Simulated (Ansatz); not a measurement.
MoPd (L1₀ or tetragonal B2, space group No. 123), a = b = 2.683 Å, c = 4.086 Å, α = β = γ = 90.00°.

Relaxed with PBEsol.

Task: Decompose the optical modes at the zone centre into irreducible representations, and say which are infrared and Raman allowed.

Result: Point group 4/mmm: Γ_opt = A2u + Eu. Infrared: A2u, Eu. Raman: none.

Task: Assign frequencies (DFPT, DFT-PBEsol in the program Ansatz with PAW potentials).

Result: Eu 148, A2u 212 cm⁻¹.

Space group P4/mmm (L1₀ or tetragonal B2). The start of the workflow was typed in or built on a structure type; neither database checked (COD, Materials Project) lists it. Its standing as an ambient phase is unchecked. The PBEsol relaxation kept the symmetry of its start; its stability against distortions is not shown here. No spin polarisation was allowed. As this level gives no gap, phonon frequencies hold no LO–TO term and depend on the k-mesh and smearing (Fermi–Dirac, 0.1 eV here). Axis ratios of metals converge slowly with the k-mesh, so a and c are less sure than the volume.

Potentials: the later of the program's two PAW sets.
